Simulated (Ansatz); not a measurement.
MnPt3 (Cu3Au type, Pm-3m), PBE in the plane-wave PAW code Ansatz, all energies at zero smearing, with the estimated change up to a 700 eV cutoff added, with one set of potentials and settings (totals compare only within such a set). Cell of 4 atoms (1 Mn, 3 Pt): -41469.271 eV.

```csv
element,reference phase,E (eV/atom)
Mn,"I-43m, 29 atoms in the cell, spin-polarised",-3898.8617
Pt,"Fm-3m, 1 atoms in the cell",-12523.0127
```

Formation energy per atom, worked out: (-41469.271 − 1×(-3898.8617) − 3×(-12523.0127))/4 = -0.343 eV/atom (-33 kJ per mol of atoms), at 0 K, without zero-point energy or fitted corrections.

The workflow started from a Materials Project entry (that database holds measured and hypothetical structures alike); the Crystallography Open Database files this formula in space group No. 221, but the cells were not matched. Its standing as an ambient phase is unchecked. The cell was relaxed with PBE under the symmetry of its start; its stability against distortions is not shown here. The final state is ferromagnetic, chosen from 4 collinear starts compared on coarse meshes (ties went to the first, and starts can fall back to one state), not a proven ground state. The references are the lowest solids computed at this level, not always the standard phases. Spin–orbit coupling is left out wherever it is not named.

Potentials: the later of the program's two PAW sets.
